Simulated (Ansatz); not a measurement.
Starting cell, InSb (zinc blende):

```yaml
crystal:
  lattice:
    - [0.00000, 3.31730, 3.31730]
    - [3.31730, 0.00000, 3.31730]
    - [3.31730, 3.31730, 0.00000]
  atoms:
    - { symbol: Sb, position: [0.75000, 0.75000, 0.75000] }
    - { symbol: In, position: [0.00000, 0.00000, 0.00000] }
```

In each cell atom 1 (Sb, nearest neighbour In at 2.873 Å; its periodic images, 4.7 Å or more away, move with it) moves by s·(1.000, 0.000, 0.000) (along Cartesian x), the rest being held.

All values below come from PBE (plane waves to 420 eV, PAW, scalar-relativistic; Ansatz, a first-principles code). k mesh 10×10×10 (Γ-centred), Fermi-Dirac smearing 0.05 eV. The energy includes the smearing's −TS. With partly filled bands, energies and forces of such displacements shift with the k mesh and the smearing. At this level the bands of InSb touch or barely overlap; measurements give the solid a gap. InSb was relaxed with its symmetry unable to fall. Spin-orbit coupling is left out, though Sb is heavy. ΔE is measured from the undisplaced structure. The last digit holds for this mesh only.

| s (Å) | ΔE (meV/cell) |
|---|---|
| -0.860 | 1742.4 |
| -0.688 | 1203.2 |
| -0.516 | 720.6 |
| -0.344 | 334.9 |
| -0.172 | 86.4 |
| 0.000 | 0.0 |
| 0.172 | 86.4 |
| 0.344 | 334.9 |
| 0.516 | 720.6 |
| 0.688 | 1203.2 |
| 0.860 | 1742.4 |

Problem. What force constant k = d²E/ds² at s = 0 does the table give?

Solution. 5.9 eV/Å². It is the second difference of the nearest points, corrected with the next pair.

Problem. With k = 5.89 eV/Å² from the forces, is the well harmonic out to s = 0.860 Å?

Solution. ½ks² = 2177 meV/cell against the computed 1742 meV/cell, so the well is softer than harmonic there.

(For displaced atoms, the force is minus the slope of the energy, and its curvature is a force constant, which sets phonon frequencies.)
